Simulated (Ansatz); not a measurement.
The relaxed structure here is a generated cell of Rh: the first start was made by placing the elements on the sites of a structure type, and the end was not matched to a known phase here, so it may be hypothetical. Known forms of Rh include space group No. 225.

A relaxed structure of Rh. Space group R-3m (No. 166), AFLOW prototype A_hR12_166_2h (as in B). The numbers are results of PBE (plane waves to 420 eV, PAW, scalar-relativistic; Ansatz, a program for electronic structure), not measurements.

```cif
data_Rh12
_chemical_formula_sum 'Rh12'
_space_group_name_H-M_alt 'P 1'
_space_group_IT_number 1
_cell_length_a 7.01618
_cell_length_b 7.01618
_cell_length_c 7.01618
_cell_angle_alpha 58.202
_cell_angle_beta 58.202
_cell_angle_gamma 58.202
loop_
_space_group_symop_operation_xyz
  'x, y, z'
loop_
_atom_site_label
_atom_site_type_symbol
_atom_site_fract_x
_atom_site_fract_y
_atom_site_fract_z
_atom_site_occupancy
Rh1 Rh 0.01841 0.64475 0.01841 1
Rh2 Rh 0.01841 0.01841 0.64475 1
Rh3 Rh 0.64475 0.01841 0.01841 1
Rh4 Rh 0.98159 0.35525 0.98159 1
Rh5 Rh 0.98159 0.98159 0.35525 1
Rh6 Rh 0.35525 0.98159 0.98159 1
Rh7 Rh 0.23761 0.60449 0.23761 1
Rh8 Rh 0.23761 0.23761 0.60449 1
Rh9 Rh 0.60449 0.23761 0.23761 1
Rh10 Rh 0.76239 0.39551 0.76239 1
Rh11 Rh 0.76239 0.76239 0.39551 1
Rh12 Rh 0.39551 0.76239 0.76239 1
```

Volume per atom: 19.51 Å³
Band gap: no gap (metallic)
Shortest distances: Rh–Rh 2.33 Å
k-mesh: 7×7×7

Band energies at high-symmetry points (eV from the Fermi level; labels of this space group; no spin-orbit coupling), from −5 eV up to 5.0 eV:

```csv
point,energies
Γ,-4.98 -4.62 -4.57 -4.57 -4.52 -4.52 -4.50 -4.46 -4.46 -4.30 -4.23 -4.23 -4.21 -4.05 -4.05 -3.86 -3.86 -3.81 -3.56 -3.55 -3.55 -3.40 -3.21 -3.15 -2.97 -2.97 -2.82 -2.82 -2.63 -2.27 -2.27 -2.12 -2.12 -2.12 -2.06 -2.06 -2.01 -1.77 -1.42 -1.42 -1.41 -1.41 -1.08 -1.08 -0.97 -0.79 -0.79 -0.30 -0.30 -0.05 0.06 0.06 0.40 0.45 0.61 0.61 0.77 0.90 0.90 1.00 1.05 1.57 1.68 1.68 1.77 1.77 2.18 2.89 2.89 2.95 4.16 4.16
T,-4.96 -4.82 -4.80 -4.80 -4.71 -4.71 -4.60 -4.60 -4.39 -4.37 -4.37 -4.06 -3.81 -3.74 -3.74 -3.58 -3.54 -3.54 -3.54 -3.51 -3.38 -3.38 -3.35 -3.10 -3.10 -2.67 -2.57 -2.57 -2.54 -2.54 -2.32 -2.18 -2.18 -2.14 -2.14 -1.73 -1.41 -1.41 -1.41 -1.41 -0.88 -0.87 -0.87 -0.81 -0.81 -0.69 -0.69 -0.37 -0.33 -0.33 -0.16 -0.08 -0.08 0.35 0.35 0.56 0.56 0.56 0.69 0.69 0.91 1.39 2.01 2.17 2.17 4.10 4.10 4.23 4.94 4.94
H2,-4.84 -4.79 -4.73 -4.70 -4.63 -4.50 -4.34 -4.28 -4.27 -4.25 -4.19 -4.11 -4.05 -4.03 -3.97 -3.92 -3.83 -3.76 -3.68 -3.67 -3.62 -3.46 -3.00 -2.91 -2.87 -2.81 -2.71 -2.61 -2.48 -2.31 -2.29 -2.28 -2.19 -2.18 -2.00 -1.87 -1.76 -1.65 -1.55 -1.43 -1.36 -1.28 -1.15 -1.12 -0.79 -0.66 -0.60 -0.44 -0.15 -0.11 -0.10 -0.06 0.05 0.09 0.17 0.19 0.30 0.45 0.62 0.67 0.74 2.06 2.29 2.48 2.77 4.68 4.98
H0,-4.84 -4.79 -4.73 -4.70 -4.63 -4.50 -4.34 -4.28 -4.27 -4.25 -4.19 -4.11 -4.05 -4.03 -3.97 -3.92 -3.83 -3.76 -3.68 -3.67 -3.62 -3.46 -3.00 -2.91 -2.87 -2.81 -2.71 -2.61 -2.48 -2.31 -2.29 -2.28 -2.19 -2.18 -2.00 -1.87 -1.76 -1.65 -1.55 -1.43 -1.36 -1.28 -1.15 -1.12 -0.79 -0.66 -0.60 -0.44 -0.15 -0.11 -0.10 -0.06 0.05 0.09 0.17 0.19 0.30 0.45 0.62 0.67 0.74 2.06 2.29 2.48 2.77 4.68 4.98
L,-4.92 -4.86 -4.85 -4.73 -4.70 -4.59 -4.41 -4.34 -4.33 -4.31 -4.14 -4.09 -4.08 -4.04 -4.03 -3.93 -3.89 -3.76 -3.68 -3.58 -3.56 -3.51 -3.27 -3.18 -3.08 -2.85 -2.84 -2.79 -2.72 -2.59 -2.56 -2.34 -2.18 -2.13 -2.08 -1.93 -1.92 -1.91 -1.70 -1.59 -1.43 -1.39 -1.20 -1.02 -0.85 -0.80 -0.72 -0.50 -0.35 -0.12 0.00 0.00 0.05 0.06 0.10 0.28 0.46 0.54 0.68 0.68 0.69 0.94 1.58 1.67 2.11 2.68 3.64 3.73 4.82
S0,-4.99 -4.80 -4.74 -4.73 -4.72 -4.49 -4.41 -4.39 -4.37 -4.33 -4.27 -4.16 -4.13 -4.09 -4.00 -4.00 -3.95 -3.85 -3.77 -3.71 -3.64 -3.57 -3.46 -2.95 -2.89 -2.87 -2.76 -2.65 -2.61 -2.51 -2.37 -2.37 -2.27 -2.24 -2.11 -1.99 -1.97 -1.86 -1.84 -1.64 -1.38 -1.32 -1.07 -1.03 -1.00 -0.94 -0.63 -0.61 -0.52 -0.13 -0.11 -0.03 0.01 0.05 0.10 0.18 0.27 0.39 0.39 0.60 0.67 0.68 1.13 2.46 3.17 3.20 4.16 4.32
S2,-4.99 -4.80 -4.74 -4.73 -4.72 -4.49 -4.41 -4.39 -4.37 -4.33 -4.27 -4.16 -4.13 -4.09 -4.00 -4.00 -3.95 -3.85 -3.77 -3.71 -3.64 -3.57 -3.46 -2.95 -2.89 -2.87 -2.76 -2.65 -2.61 -2.51 -2.37 -2.37 -2.27 -2.24 -2.11 -1.99 -1.97 -1.86 -1.84 -1.64 -1.38 -1.32 -1.07 -1.03 -1.00 -0.94 -0.63 -0.61 -0.52 -0.13 -0.11 -0.03 0.01 0.05 0.10 0.18 0.27 0.39 0.39 0.60 0.67 0.68 1.13 2.46 3.17 3.20 4.16 4.32
F,-4.86 -4.68 -4.68 -4.67 -4.49 -4.48 -4.43 -4.41 -4.32 -4.28 -4.20 -4.18 -4.04 -4.02 -3.96 -3.90 -3.90 -3.81 -3.71 -3.64 -3.61 -3.22 -3.21 -3.09 -2.74 -2.66 -2.58 -2.53 -2.43 -2.33 -2.31 -2.27 -2.25 -2.11 -2.00 -1.90 -1.83 -1.74 -1.52 -1.45 -1.37 -1.17 -1.15 -1.14 -0.91 -0.61 -0.47 -0.45 -0.13 -0.10 -0.07 -0.02 0.02 0.04 0.07 0.27 0.39 0.39 0.53 0.76 0.86 1.09 1.19 4.20 4.54 4.55 4.75
```

No spin polarisation in the result.

The run could not lose the symmetry of its start, so the end can be a saddle point.
